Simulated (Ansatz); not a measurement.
AgB₂: how the axes shrink under pressure

AgB₂, P6/mmm, a = 3.013 Å, c = 4.065 Å. The structure is a COD entry; whether it is the stable form wasn't checked. Ansatz: r2SCAN, PAW, 500 eV, Γ-centred 18×18×10 mesh on 3 atoms, Gaussian smearing 0.10 eV; no spin polarisation. Cell and atoms are relaxed at each pressure, and no other structure is tried, so the rows at high pressure may lie past a change of phase. y = 100 ln(c/c0) with c0 = 4.0649 Å, so nearly a change in per cent. The pressures are the targets, met within 0.07 GPa.

```
P (GPa) y  100 ln(a/a0)
   -3.0    1.22          0.49
    0.0    0.00          0.00
    3.0   -1.06         -0.47
    8.0       ?             ?
   15.0   -4.48         -2.03
   30.0   -7.76         -3.55
   60.0  -12.10         -5.99
```

Problem. Fit y = c1 P + c2 P² to the other rows, give the linear compressibility along c, and predict the missing y.

Solution. Least squares on the rows shown. y = −0.3244 P + 0.002053 P². The linear compressibility along c is −c1/100 = 3.24 per TPa, against 1.42 along a from the same fit to the last column (its missing entry is -1.15): the crystal is softer along c at low pressure. The runs next to zero pressure give 3.80 and 1.59, so a parabola over the whole range misstates the start. With a term in P³ added, the coefficient of P becomes -0.3604, 11 % more, which shows how far this figure hangs on the form. At P = 8.0 the fit asked for gives -2.46. The run gave -2.63, so the fit is 0.17 too high, within twice the rms miss on the fitted rows (0.13).

The mesh isn't the same in all rows (18×18×10, 18×18×12).